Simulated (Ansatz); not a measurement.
SnO₂:
```
SnO2
1.0
    4.76854     0.00000     0.00000
    0.00000     4.76854     0.00000
    0.00000     0.00000     3.21139
Sn O
2 4
Direct
  0.00000   0.00000   0.00000
  0.50000   0.50000   0.50000
  0.80630   0.80630   0.50000
  0.19370   0.19370   0.50000
  0.30630   0.69370   0.00000
  0.69370   0.30630   0.00000
```

Relaxed with PBEsol. Special points in fractions of this cell's reciprocal vectors: Γ (0.000, 0.000, 0.000); X (0.000, 0.500, 0.000); M (0.500, 0.500, 0.000); Z (0.000, 0.000, 0.500); R (0.000, 0.500, 0.500); A (0.500, 0.500, 0.500).

### Question
List the band energies nearest the valence-band maximum at these points for PBEsol in the plane-wave PAW code Ansatz.

### Answer
In eV from the valence-band maximum; about four levels below and three above (degenerate sets whole), none deeper than 8.9 eV; points with the same levels are listed once.

```
k                         below                above
-  ----------------------------  -------------------
Γ  -1.26 -1.26 -0.77 -0.77 0.00  0.92 5.87 6.06 6.06
X       -1.21 -1.21 -0.63 -0.63  4.14 4.14 6.82 6.82
M       -1.34 -1.34 -0.89 -0.89  4.54 4.54 7.25 7.25
Z       -1.64 -1.64 -1.24 -1.24  5.88 5.88 9.45 9.45
R       -1.08 -1.08 -0.73 -0.73  6.16 6.16 7.75 7.75
A       -0.95 -0.95 -0.82 -0.82  4.57 4.57 8.63 8.63
```

Space group P4_2/mnm (rutile). The PBEsol relaxation kept the symmetry of its start. Spin–orbit coupling is left out wherever it is not named.

Potentials: the earlier of the program's two PAW sets. The files were generated under PBE; for other functionals the program regenerates the frozen cores, and for LDA and PBEsol the local potential too.
